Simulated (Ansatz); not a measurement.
One crystal and one scan (frozen-phonon scan) at two levels, PBE (plane waves to 420 eV, PAW, scalar-relativistic; Ansatz, a first-principles code) and r2SCAN (plane waves to 500 eV, PAW, scalar-relativistic; Ansatz), each from its own relaxed cell and on its own mesh. The cell shown is that of PBE.

Pt (fcc, Cu type)

```yaml
crystal:
  lattice:
    - [0.00000, 3.97027, 3.97027]
    - [1.98513, 0.00000, 1.98513]
    - [1.98513, 1.98513, 0.00000]
  atoms:
    - { symbol: Pt, position: [0.00000, 0.00000, 0.00000] }
    - { symbol: Pt, position: [0.50000, 0.00000, 0.00000] }
```

A phonon eigenvector at L = (0.5, 0.0, 0.0) is frozen into this cell: atom i moves by Q times the vector below, so Q is the largest atomic displacement, in Å. The cell is held. (q is in reciprocal vectors of the primitive cell; the cell shown is doubled to hold the pattern.)

| atom | x | y | z |
|---|---|---|---|
| Pt1 | -0.577 | 0.577 | 0.577 |
| Pt2 | 0.577 | -0.577 | -0.577 |

Pt is run without spin polarisation. Pt was relaxed with its symmetry unable to fall. Spin-orbit coupling is left out, though Pt is heavy. With partly filled bands, energies and forces of such displacements shift with the k mesh and the smearing. Both scans cover Q from -0.100 to 0.100 Å.

ΔE (meV/cell), each from the undisplaced structure of its own level:

```
Q (Å)   PBE    r2SCAN
------  ---  --------
-0.100  252       271
-0.083  174  withheld
-0.067  111       119
-0.050   62        67
-0.033   27        29
-0.017    7         7
0.000     0         0
0.017     7         7
0.033    27        29
0.050    62        67
0.067   111       119
0.083   174  withheld
0.100   252       271
```

**Question.** Estimate the r2SCAN value at -0.083 from the PBE value there and the ratio of the two levels in the two nearest given rows on that side of the minimum.

**Answer.** At -0.067 and -0.100 the ratio r2SCAN/PBE averages 1.074, which gives 1.074 × 174 = 187 meV/cell. The calculation gives 187 meV/cell, +7.5 % against PBE.

(For displaced atoms, the force is minus the slope of the energy, and its curvature is a force constant, which sets phonon frequencies.)
